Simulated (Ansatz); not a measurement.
An Ansatz (a quantum-chemistry and plane-wave program) input:

Ansatz 0.2 input:
```yaml
crystal:
  lattice:
    - [3.302247538, 0.0, 0.0]
    - [-1.651123769, 2.8598302575, 0.0]
    - [0.0, 0.0, 13.2246153071]
  atoms:
    - { symbol: W, position: [0.6666666667, 0.3333333333, 0.75] }
    - { symbol: W, position: [0.3333333333, 0.6666666667, 0.25] }
    - { symbol: Se, position: [0.3333333333, 0.6666666667, 0.8757818686] }
    - { symbol: Se, position: [0.6666666667, 0.3333333333, 0.1242181314] }
    - { symbol: Se, position: [0.6666666667, 0.3333333333, 0.3757818686] }
    - { symbol: Se, position: [0.3333333333, 0.6666666667, 0.6242181314] }
kpoints:
  mp_grid: { grid: [6, 6, 2] }
hamiltonian:
  xc: hse06
  pseudopotentials: { azcp: { folder: ./paw }, kind: paw }
scf:
  n_extra_bands: 6
  occupations: { method: fixed }
output:
  eigenvalues: true
  eigenstates:
    e_range: [-9.0, 9.8]
    kpoints:
      - [0.0, 0.0, 0.0]  # VBM
      - [0.179687, 0.179688, 0.0]  # CBM
      - [0.0, 0.0, 0.0]  # GAMMA
      - [0.0, 0.0, 0.5]  # A
      - [0.3333333333, 0.3333333333, 0.0]  # K
      - [0.3333333333, 0.3333333333, 0.5]  # H
      - [0.5, 0.0, 0.0]  # M
      - [0.5, 0.0, 0.5]  # L
```

**Question.** How many symmetry operations and irreducible k-points will the run report?

**Answer.** 24 operations, 14 of 72 k-points.

**Question.** With a cutoff of 420 eV, how many plane waves at Γ?

**Answer.** 2517.

It took very roughly 3.0 core-minutes on shared server cores.

The points marked VBM and CBM come from a semilocal run.

Space group P6_3/mmc. The cell was relaxed with r²SCAN+D4 under the symmetry of its start. The run is not spin-polarised. Spin–orbit coupling is left out wherever it is not named.

Potentials: the earlier of the program's two PAW sets. The files were generated under PBE; for other functionals the program regenerates the frozen cores, and for LDA and PBEsol the local potential too.

Ansatz is a plane-wave DFT program.
